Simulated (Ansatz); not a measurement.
Does relaxation matter for the field gradients of SiC with Pb replacing Si?

Start: a supercell of SiC (wurtzite type, P6_3mc) built from an entry of the Crystallography Open Database (COD), with all atoms left at the host's positions.

```
Pb Si C
1.0
     6.15200    0.00000    0.00000
    -4.61400    7.99168    0.00000
     0.00000    0.00000   10.09600
Pb Si C
1 23 24
Direct
  0.16667 0.22222 0.00000
  0.16667 0.22222 0.50000
  0.16667 0.55556 0.00000
  0.16667 0.55556 0.50000
  0.16667 0.88889 0.00000
  0.16667 0.88889 0.50000
  0.66667 0.22222 0.00000
  0.66667 0.22222 0.50000
  0.66667 0.55556 0.00000
  0.66667 0.55556 0.50000
  0.66667 0.88889 0.00000
  0.66667 0.88889 0.50000
  0.33333 0.11111 0.25000
  0.33333 0.11111 0.75000
  0.33333 0.44444 0.25000
  0.33333 0.44444 0.75000
  0.33333 0.77778 0.25000
  0.33333 0.77778 0.75000
  0.83333 0.11111 0.25000
  0.83333 0.11111 0.75000
  0.83333 0.44444 0.25000
  0.83333 0.44444 0.75000
  0.83333 0.77778 0.25000
  0.83333 0.77778 0.75000
  0.16667 0.22222 0.19250
  0.16667 0.22222 0.69250
  0.16667 0.55556 0.19250
  0.16667 0.55556 0.69250
  0.16667 0.88889 0.19250
  0.16667 0.88889 0.69250
  0.66667 0.22222 0.19250
  0.66667 0.22222 0.69250
  0.66667 0.55556 0.19250
  0.66667 0.55556 0.69250
  0.66667 0.88889 0.19250
  0.66667 0.88889 0.69250
  0.33333 0.11111 0.44250
  0.33333 0.11111 0.94250
  0.33333 0.44444 0.44250
  0.33333 0.44444 0.94250
  0.33333 0.77778 0.44250
  0.33333 0.77778 0.94250
  0.83333 0.11111 0.44250
  0.83333 0.11111 0.94250
  0.83333 0.44444 0.44250
  0.83333 0.44444 0.94250
  0.83333 0.77778 0.44250
  0.83333 0.77778 0.94250
```

Atom numbers follow the list; atoms alike are taken as one site, whose name carries the number of the first.

Computed with Ansatz: DFT, PBE, plane waves and PAW, scalar-relativistic, 420 eV cutoff, Γ-centred 4×3×2 k-points, Fermi–Dirac smearing 0.01 eV, cell charge -2.

The largest force at the start is 9.7 eV/Å. Relaxing the ions at fixed cell moves them by 0.312 Å at most (atom 25, C) and 0.095 Å rms.

```
site  atom  moved (Å)                   first shell before                    first shell after  V_zz before (10²¹ V/m²)  η before
  Pb     1      0.079                   4 C at 1.87–1.94 Å                   4 C at 2.15–2.18 Å                     22.2      0.05
 Si4     4      0.028                   4 C at 1.87–1.94 Å                   4 C at 1.87–1.89 Å                     1.71      0.05
 Si6     6      0.029                   4 C at 1.87–1.94 Å                   4 C at 1.87–1.88 Å                     1.70      0.06
 Si8     8      0.033                   4 C at 1.87–1.94 Å                   4 C at 1.86–1.89 Å                     1.68      0.06
Si10    10      0.032                   4 C at 1.87–1.94 Å                   4 C at 1.87–1.89 Å                     1.72      0.07
Si12    12      0.034                   4 C at 1.87–1.94 Å                   4 C at 1.87–1.88 Å                     1.70      0.06
Si13    13      0.106                   4 C at 1.87–1.94 Å                   4 C at 1.84–1.90 Å                     1.52      0.08
Si14    14      0.044                   4 C at 1.87–1.94 Å                   4 C at 1.84–1.90 Å                     1.65      0.16
Si15    15      0.109                   4 C at 1.87–1.94 Å                   4 C at 1.84–1.90 Å                     1.55      0.15
Si16    16      0.053                   4 C at 1.87–1.94 Å                   4 C at 1.85–1.91 Å                     1.70      0.10
Si19    19      0.104                   4 C at 1.87–1.94 Å                   4 C at 1.85–1.89 Å                     1.51      0.26
Si20    20      0.050                   4 C at 1.87–1.94 Å                   4 C at 1.84–1.91 Å                     1.68      0.03
 C25    25      0.312       3 Si at 1.87 Å, 1 Pb at 1.94 Å  3 Si at 1.84–1.85 Å, 1 Pb at 2.18 Å                     0.25      0.11
 C40    40      0.303  1 Pb at 1.87 Å, 3 Si at 1.87–1.94 Å  3 Si at 1.84–1.85 Å, 1 Pb at 2.18 Å                     0.30      0.84
 C44    44      0.272  3 Si at 1.87–1.94 Å, 1 Pb at 1.87 Å  3 Si at 1.83–1.84 Å, 1 Pb at 2.16 Å                     0.33      0.87
 C46    46      0.035                  4 Si at 1.87–1.94 Å                  4 Si at 1.89–1.90 Å                    -0.15      0.88
```

Task: How do the gradients change?

Result: 

```
site  atom  V_zz after  η after  change of V_zz
  Pb     1        6.21     0.49          -16.00
 Si4     4        0.19     0.47               –
 Si6     6        0.27     0.41               –
 Si8     8       -0.36     0.15           -2.04
Si10    10        0.20     0.62               –
Si12    12       -0.14     0.84           -1.84
Si13    13        0.96     0.51               –
Si14    14        0.57     0.54               –
Si15    15        0.94     0.78               –
Si16    16        0.60     0.34               –
Si19    19        1.00     0.73               –
Si20    20        0.55     0.79               –
 C25    25        1.23     0.04           +0.98
 C40    40        1.23     0.17           +0.93
 C44    44        1.31     0.42           +0.98
 C46    46       -0.20     0.11           -0.05
```

The largest change of V_zz along a kept axis is on Pb, from 22.2 to 6.21. Small gradients that grow severalfold: C44 (0.33 to 1.31), C40 (0.30 to 1.23), C25 (0.25 to 1.23), C38 (0.34 to 1.34). In per cent, |V_zz| changes by -72 on Pb (all sites that start above 2). Where |V_zz| stays above 0.1 and the axes keep their order, η moves most on Si12, from 0.06 to 0.84. On Si7, Si11, Si17 (not in the table) V_xx and V_yy change places (or their axes turn by over 50°), so the two values of η hide a larger change. V_zz changes sign on Si12 (axis turned by 22°), Si8 (axis turned by 13°), Si17 (axis turned by 29°) (not all in the table). On Si10, Si4, Si6, Si16, Si20, Si14, Si15, Si13 and 16 more sites (not all in the table) the largest principal value lies along another axis in the second run, so the two V_zz can't be compared directly. The table leaves out 32 of the 48 sites, with |V_zz| up to 1.96; their tensors move by 1.67 at most along any direction. The statements above cover all sites. The host's own positions weren't relaxed first, so part of the change far from the defect can be the host's relaxation.

The run isn't spin-polarised, and a state with spin may lie lower. The defect repeats with the cell of 48 atoms, so it feels its images: sites between two images don't show the values beside a lone defect, and zeros or small values of η there can come from the images' arrangement. C and Si carry a gradient in the pure host already, so the values there aren't the defect's effect alone. A uniform background compensates the cell's charge. The defect cell has no gap above 0.1 eV on its mesh, so the values can hang on the smearing and the k-mesh. Spin–orbit coupling is left out, which shifts gradients on Pb by a few per cent in wide-gap crystals, and can shift them far more where the calculated gap is small or absent, as here.
Before: Forces reach 0.9 eV/Å even beyond 5.5 Å from the defect, so the host's positions may themselves be off equilibrium. The cell keeps the host's lattice, where the PBE pressure is 9 GPa (in a charged cell this depends on the convention for the mean potential). The neighbours have not yet relaxed around the defect (largest force 9.7 eV/Å), so the values at and beside it are those of a strained start, not of the defect in a real crystal.
After: The cell keeps the host's lattice, where the PBE pressure is 6 GPa (in a charged cell this depends on the convention for the mean potential).
